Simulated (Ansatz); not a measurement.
# Fields on a plane of CdTe (zinc blende)

```yaml
crystal:
  lattice:
    - [0.00000, 3.27881, 3.27881]
    - [3.27881, 0.00000, 3.27881]
    - [3.27881, 3.27881, 0.00000]
  atoms:
    - { symbol: Te, position: [0.75000, 0.75000, 0.75000] }
    - { symbol: Cd, position: [0.00000, 0.00000, 0.00000] }
```

The slice is a {110} plane (indices of the conventional cell) through the point (0.750, 0.750, 0.750) (fractional), spanned by u = [100] and v = [1 -1 -1] in vectors of this cell: u (4.64 Å) and v (6.56 Å, at 90° to u). It covers one period; positions are fractions (u, v).

Atoms on it: Te at (0.00, 0.00); Cd at (0.50, 0.75).

Computed with r2SCAN (plane waves to 500 eV, PAW, scalar-relativistic; Ansatz, a program for electronic structure). k mesh 9×9×9. Inside the PAW spheres the values are not all-electron values, and peaks at nuclei hang on which shells count as valence. CdTe was relaxed with its symmetry unable to fall. Spin-orbit coupling is left out, though Te is heavy.

```
|0000449988552211111111225588994400|
|3344889977442211000011224477998844|
|8899998866331100000000113366889999|
|8877775544110000000000001144557777|
|4444443322110011000011001122334444|
|2222222211110000000000001111222222|
|1111111111111100000000111111111111|
|0000000000111111000011111100000000|
|0000000000111111000011111100000000|
|0000000000001111000011110000000000|
|0000000000000000000000000000000000|
|0000000000000000000000000000000000|
|0000000000000000000000000000000000|
|0000000000000000000000000000000000|
|0000000000000000000000000000000000|
|0000000000000000000000000000000000|
|1111000000000000000000000000000011|
|2222111100000000000000000000111122|
|4444332211000000000000000011223344|
|8877664422110000000000001122446677|
|8888886644221100000000112244668888|
|3344778866331100000000113366887744|
|0000448877442211000011224477884400|
|0000338888552211000011225588883300|
```
Scale: ten equal steps from 0.000 (start of '0') to 0.126 (end of '9'), in the order '0123456789'. Values: density of the highest valence band (whole band, smooth part) in e/Å³. The map has 17 points along u (two characters each, u = 0 at the left) and 24 along v (v = 0 in the bottom row). 

```
|@%#++=------=++#%|
|%#*++========++*#|
|*+++==++**++==+++|
|++===+*#%%#*+===+|
|=====+#%@@%#+====|
|----=+#@@@@#+=---|
|:::-=+#%@@%#+=-::|
|..::-=*#%%#*=-::.|
| ..::-=+**+=-::..|
|  ..:--====--:.. |
|   ..::----::..  |
|    ..::::::..   |
|    ....:::...   |
|     ........    |
|       ....      |
|.....        ....|
|:::...      ...::|
|---::.      .::--|
|==--::.    .::--=|
|++==-:..  ..:-==+|
|*++==-:....:-==++|
|%#*+=-::..::-=+*#|
|@%#++=-::::-=++#%|
|@@%*+=--::--=+*%@|
```
Scale: ten equal steps from -2.17 (start of ' ') to 1.39 (end of '@'), in the order ' .:-=+*#%@'. Values: log₁₀ of the valence density in e/Å³. The map has 17 points along u (one character each, u = 0 at the left) and 24 along v (v = 0 in the bottom row). The scale is logarithmic, as a density can span decades between atoms and voids.

- Density on the Te–Cd line (2.84 Å) at its density minimum, 1.6 Å from Te: 0.32 e/Å³
- ELF at that point: 0.3
- ELF maximum in the middle third of the Te–Cd line: 0.69, 1.2 Å from Te
- Element round which the density of the highest valence band (whole band, smooth part) is largest on this plane: Te
